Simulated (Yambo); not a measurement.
BSE-type run in Yambo on AgBr (rock salt, space group Fm-3m, No. 225), at zero momentum.

Quantum ESPRESSO step (PBEsol, PseudoDojo standard norm-conserving files, fully relativistic):
```
&CONTROL
  calculation = 'nscf'
  pseudo_dir = './pseudo'
  outdir = './out'
/
&SYSTEM
  ibrav = 0
  nat = 2
  ntyp = 2
  ecutwfc = 82.0
  ecutrho = 328.0
  occupations = 'fixed'
  force_symmorphic = .true.
  nbnd = 65
  noncolin = .true.
  lspinorb = .true.
/
&ELECTRONS
  conv_thr = 2e-09
  diago_full_acc = .true.
  diago_thr_init = 1e-08
/
ATOMIC_SPECIES
Br 79.9040 Br.upf
Ag 107.8682 Ag.upf
CELL_PARAMETERS angstrom
  0.000000000000   2.837455215000   2.837455215000
  2.837455215000   0.000000000000   2.837455215000
  2.837455215000   2.837455215000   0.000000000000
ATOMIC_POSITIONS crystal
Br   0.500000000000   0.500000000000   0.500000000000
Ag   0.000000000000   0.000000000000   0.000000000000
K_POINTS automatic
6 6 6 0 0 0
```

Yambo input:
```
rim_cut
optics
bse
bss
dipoles
RandQpts= 1000000
RandGvec= 1 Ry
FFTGvecs= 40 Ry
BSKmod= "HARTREE"
BSEmod= "resonant"
BSSmod= "hs"
BSENGexx= 15 Ry
% KfnQP_E
 1.284 | 1.0 | 1.0 |
%
% BSEQptR
 1 | 1 |
%
% BSEBands
 11 | 28 |
%
% BEnRange
 0.0 | 8.7 | eV
%
% BDmRange
 0.15 | 0.15 | eV
%
BEnSteps= 174
% BLongDir
 1.0 | 0.0 | 0.0 |
%
BSHayTrs= -0.02
BSSNEig= 48
WRbsWF
```

From the report:

The dimension is k points × valence × conduction bands = 216 × 16 × 2 = 6912.
```
  [SLEPC] Approach                          : Krylov-Schur
  [SLEPC] Number of requested eigenvalues   :   48
  [SLEPC] Number of eigenvalues        [NEV]:   48
   [K] Dimension                                    :   6912
   [K] Bands                                        :  11  28
   [K] Exchange res                                 : yes
   [K] Correlation res                              : no
   [K] W interaction is bare                        : no
   [K] RL vectors exchange                          :   331
```

Geometry relaxed with PBEsol.
